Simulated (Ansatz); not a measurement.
Consider the following.

Pb2SeS:
```cif
data_Pb2SSe
_chemical_formula_sum 'Pb2 Se1 S1'
_space_group_name_H-M_alt 'P 1'
_space_group_IT_number 1
_cell_length_a 4.24835
_cell_length_b 4.24835
_cell_length_c 6.00370
_cell_angle_alpha 90.000
_cell_angle_beta 90.000
_cell_angle_gamma 90.000
loop_
_space_group_symop_operation_xyz
  'x, y, z'
loop_
_atom_site_label
_atom_site_type_symbol
_atom_site_fract_x
_atom_site_fract_y
_atom_site_fract_z
_atom_site_occupancy
Pb1 Pb 0.00000 0.00000 0.00000 1
Pb2 Pb 0.50000 0.50000 0.50000 1
Se1 Se 0.50000 0.50000 0.00000 1
S1 S 0.00000 0.00000 0.50000 1
```

This is the PBEsol-relaxed structure.

### Question
All from plane-wave PAW PBEsol (Ansatz code), unless another level is named. Estimate the gap with spin–orbit coupling.

### Answer
0.16 eV (the band order may be inverted).

### Question
What about the formation energy from the elements (no fitted shifts)?

### Answer
-0.52 eV/atom.

### Question
Predict the band gap.

### Answer
0.07 eV (direct).

### Question
And the HSE06 gap on the PBEsol cell?

### Answer
0.54 eV.

### Question
Predict the valence-band maximum.

### Answer
at R.

Space group P4/mmm. The workflow started from a Materials Project entry (that database holds measured and hypothetical structures alike); the Crystallography Open Database copy checked does not list it. With Se and S taken as one species the cell has the higher symmetry Fm-3m, so it may be an ordered model of a mixed-site phase. Whether it is the stable phase at ambient conditions was not checked. Symmetry was held in the PBEsol relaxation; of distortions, only those at the zone centre were tested. The references are the lowest solids computed at this level, not always the standard phases. Scalar-relativistic: spin–orbit coupling is off unless named, which matters more the heavier the elements.

Potentials: the later of the program's two PAW sets.
